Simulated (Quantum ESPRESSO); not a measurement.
```xyz
6
Lattice="3.1499 0.0000 0.0000 -1.5749 2.7279 0.0000 0.0000 0.0000 12.0908" Properties=species:S:1:pos:R:3 pbc="T T T"
S      1.5749     0.9093     7.5020
S      0.0000     1.8186     4.5888
S      0.0000     1.8186     1.4566
S      1.5749     0.9093    10.6342
Mo     1.5749     0.9093     3.0227
Mo     0.0000     1.8186     9.0681
```

Cell and atoms were relaxed with PBE+D3(BJ) from Materials Project entry mp-2815, within its symmetry.

### Question
What does PBEsol (Quantum ESPRESSO, PseudoDojo norm-conserving, 80 Ry, no spin-orbit coupling) give for the electronic structure near the Fermi level?

### Answer
The PBEsol gap is indirect, 0.74 eV, from Γ to 43 % of the way from K to Γ; the smallest direct gap is 1.70 eV. Spin-orbit splittings are left out.
